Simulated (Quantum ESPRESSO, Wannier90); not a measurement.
**ZnHgTe$_{2}$ (R3m), plane waves to Wannier functions**

Structure: Materials Project mp-1215476, symmetrised, not relaxed again. Not found in the COD (Crystallography Open Database) copy used; not checked further. Computed values, not measurements, from PBEsol: Quantum ESPRESSO (norm-conserving PseudoDojo potentials, cutoff 68 Ry, no spin polarisation, no spin-orbit coupling) on a Γ-centred 6×6×6 mesh, then Wannier90. Density: 8×8×8 mesh, cold smearing 0.01 Ry. Spin-orbit coupling is left out although heavy elements are present.

```
begin unit_cell_cart
ang
   -2.2750400283    3.9404849183    0.0000000000
   -4.5500800566    0.0000000000    0.0000000000
   -2.2750400283    1.3134949728    7.4136400000
end unit_cell_cart
mp_grid = 6 6 6
```

Task: Which shells of neighbouring k-points and which b-vectors and weights does Wannier90 pick for this cell and mesh?

Result: 
```
 *---------------------------------- K-MESH ----------------------------------*
 +----------------------------------------------------------------------------+
 |                    Distance to Nearest-Neighbour Shells                    |
 |                    ------------------------------------                    |
 |          Shell             Distance (Ang^-1)          Multiplicity         |
 |          -----             -----------------          ------------         |
 |             1                   0.141253                      2            |
 |             2                   0.269892                      6            |
 |             3                   0.281944                      6            |
 |             4                   0.282506                      2            |
 |             5                   0.325723                      6            |
 |             6                   0.355033                      6            |
 |             7                   0.423384                      6            |
 |             8                   0.423758                      2            |
       ... (lines left out)
 +----------------------------------------------------------------------------+
 | The b-vectors are chosen automatically                                     |
 | The following shells are used:                       1,  2                 |
 +----------------------------------------------------------------------------+
 |                        Shell   # Nearest-Neighbours                        |
 |                        -----   --------------------                        |
 |                          1               2                                 |
 |                          2               6                                 |
 +----------------------------------------------------------------------------+
 | Completeness relation is fully satisfied [Eq. (B1), PRB 56, 12847 (1997)]  |
 +----------------------------------------------------------------------------+
 |                  b_k Vectors (Ang^-1) and Weights (Ang^2)                  |
 |                  ----------------------------------------                  |
 |            No.         b_k(x)      b_k(y)      b_k(z)        w_b           |
 |            ---        --------------------------------     --------        |
 |             1         0.000000    0.000000    0.141253    23.486437        |
 |             2         0.000000    0.000000   -0.141253    23.486437        |
 |             3        -0.230149   -0.132877   -0.047084     4.719770        |
 |             4         0.000000    0.265753   -0.047084     4.719770        |
 |             5        -0.230149    0.132877    0.047084     4.719770        |
 |             6         0.230149    0.132877    0.047084     4.719770        |
 |             7         0.000000   -0.265753    0.047084     4.719770        |
 |             8         0.230149   -0.132877   -0.047084     4.719770        |
```
